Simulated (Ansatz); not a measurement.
Space group Pm-3m (No. 221). a = 3.974 Å, b = 3.974 Å, c = 3.974 Å, α = 90.00°, β = 90.00°, γ = 90.00°
```tsv
atom	site	symmetry	x	y	z
Sc	1a	m-3m	0.0000	0.0000	0.0000
Pd	3c	4/mm.m	0.0000	0.5000	0.5000
```

Equation of state of this ScPd3 structure (not necessarily the ground state), with shape and atoms relaxed at each volume where symmetry leaves them free. It has no gap at any of these volumes. Level of theory: DFT r2SCAN, scalar-relativistic, plane waves, PAW (Ansatz 0.2.0).

Plane waves to 500 eV, a k mesh through Γ of 10×10×10 on the computed 4-atom cell and Gaussian smearing (0.10 eV); no spin polarisation.

| V (Å³/atom) | E − E(largest V) (meV/atom) | P (GPa) |
| --- | --- | --- |
| 13.810 | 79.50 | 27.81 |
| 14.281 | 11.25 | 18.89 |
| 14.751 | -33.06 | 11.44 |
| 15.222 | -57.33 | 5.21 |
| 15.693 | -64.79 | -0.02 |
| 16.164 | -58.12 | -4.40 |
| 16.634 | -39.64 | -8.06 |
| 17.262 | 0.00 | -12.02 |

Q: Fit a third-order Birch–Murnaghan equation to E(V).

A: V0 = 15.69 Å³/atom, B0 = 159 GPa, B0' = 4.9.

Cost: 8 runs of about 3.3 core-minutes in all, on Arm Neoverse V1 (shared hosts).